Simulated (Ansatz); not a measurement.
AgW (CsCl type, Pm-3m) at seven volumes, DFT-r²SCAN in the program Ansatz with PAW potentials, scaled uniformly. One row is withheld.

| V (Å³/atom) | P (GPa) |
|---|---|
| 14.822 | 25.75 |
| 15.311 | ? |
| 15.800 | 7.13 |
| 16.288 | 0.00 |
| 16.777 | -5.98 |
| 17.266 | -10.97 |
| 17.754 | -15.13 |

### Question
Fit the shown pressures and predict the withheld one.

### Answer
Third-order Birch–Murnaghan: P = (3/2)B₀(x^(7/2) − x^(5/2))[1 + (3/4)(B′ − 4)(x − 1)] with x = (V₀/V)^(2/3). Least squares on the six rows gives V₀ = 16.288 Å³/atom, B₀ = 216.8 GPa, B′ = 4.88. At V = 15.311, x = 1.0421 and P = 15.60 GPa. The run itself gave 15.63 GPa.

The start of the workflow was typed in or built on a structure type; neither database checked (COD, Materials Project) lists it. Whether it is the stable phase at ambient conditions was not checked. The r²SCAN relaxation kept the symmetry of its start. At this level the phase is mechanically unstable. The run is not spin-polarised. Its formation energy is positive at this level, so the cell may be metastable or incomplete. Scalar-relativistic: spin–orbit coupling is off unless named, which matters more the heavier the elements.

Potentials: the later of the program's two PAW sets.
